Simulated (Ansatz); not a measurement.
### Question
Each is relaxed and computed with r²SCAN (plane waves, PAW; program Ansatz). Which is the only one with a gap?
A) SiSnGeC, Pmm2 (C on 1a, Si on 1c, Ge on 1d, Sn on 1b)
B) SiGeC2, P-4m2 (Si on 1a, C on 2g, Ge on 1c)
C) SiC, rock salt
D) SiGe, P-6m2 (Ge on 1a, Si on 1f)

### Answer
B, SiGeC2, P-4m2 (Si on 1a, C on 2g, Ge on 1c). SiGeC2: gap 1.80 eV (indirect); SiSnGeC: metal; SiGe: metal; SiC: metal. Constructed cells (a structure type filled with these elements, in neither database checked): SiGe, P-6m2 (Ge on 1a, Si on 1f). Typed or built starts, not in the databases checked: SiGeC2, P-4m2 (Si on 1a, C on 2g, Ge on 1c); SiSnGeC, Pmm2 (C on 1a, Si on 1c, Ge on 1d, Sn on 1b). Not the usual ambient phase: SiC, rock salt. All cells were relaxed under the symmetry of their starts (and spin orders); stability against distortions was not tested throughout. Spin–orbit coupling is left out wherever it is not named.

Potentials: the earlier of the program's two PAW sets.
